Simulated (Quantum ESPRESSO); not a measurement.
Kohn-Sham bands of TiB$_{2}$ (P6/mmm)

```xyz
3
Lattice="3.0259 0.0000 0.0000 -1.5130 2.6205 0.0000 0.0000 0.0000 3.2288" Properties=species:S:1:pos:R:3 pbc="T T T"
Ti     0.0000     0.0000     0.0000
B      1.5130    -0.8735     1.6144
B     -1.5130     0.8735     1.6144
```

Cell from Materials Project (mp-1145), symmetrised, no further relaxation. COD (Crystallography Open Database) has an entry of this formula and space group (matched by these alone). Level: LDA, no spin polarisation, no spin-orbit coupling; pw.x of Quantum ESPRESSO at 68 Ry with PseudoDojo potentials, 12×12×10 k-points, Wannier90. Density: 12×12×10 mesh, cold smearing 0.01 Ry.

**Question.** List the Kohn-Sham levels between −8 and 3.0 eV relative to the Fermi level at the high-symmetry points, as a band run of pw.x on that density gives them (levels within 2 meV counted together).

**Answer.** 
```json
[
 {"point": "Γ", "k (reciprocal lattice)": "0.000 0.000 0.000", "levels (eV)": "-2.63 (×2), -2.32, -2.16, 1.86 (×2)"},
 {"point": "M", "k (reciprocal lattice)": "0.500 0.000 0.000", "levels (eV)": "-3.27, -3.27, -2.30, 1.31, 2.72"},
 {"point": "K", "k (reciprocal lattice)": "0.333 0.333 0.000", "levels (eV)": "-7.35, -1.90 (×2), 1.34 (×2), 1.96"},
 {"point": "A", "k (reciprocal lattice)": "0.000 0.000 0.500", "levels (eV)": "-7.59, -0.57 (×2), -0.20 (×2), 0.39 (×2), 1.57"},
 {"point": "L", "k (reciprocal lattice)": "0.500 0.000 0.500", "levels (eV)": "-7.47, -4.67, -3.84, -3.09, 2.43, 2.90"},
 {"point": "H", "k (reciprocal lattice)": "0.333 0.333 0.500", "levels (eV)": "-5.71, -3.15 (×2), 2.46"}
]
```
